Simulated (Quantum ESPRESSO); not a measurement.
Space group R3m, hexagonal axes (No. 160); a = b = 3.284 Å, c = 18.971 Å, α = β = 90.00°, γ = 120.00°

```tsv
atom	site	symmetry	x	y	z
Se	3a	3m	0.0000	0.0000	0.4215
Se	3a	3m	0.0000	0.0000	0.2453
Mo	3a	3m	0.0000	0.0000	0.6668
```
(The calculation used a cell of 3 atoms; values per cell refer to that cell.)

Cell and atoms were relaxed with PBE+D3(BJ) from Materials Project entry mp-7581, within its symmetry.

What does PBEsol (Quantum ESPRESSO, PseudoDojo norm-conserving, 86 Ry, with spin-orbit coupling) give for the electronic structure near the Fermi level?

The PBEsol gap is indirect, 0.68 eV, from Z to 54 % of the way from Γ to X; the smallest direct gap is 1.44 eV. 

This is not the ordinary phase of the substance; no match was found in the copy of COD used, and its stability was not checked.
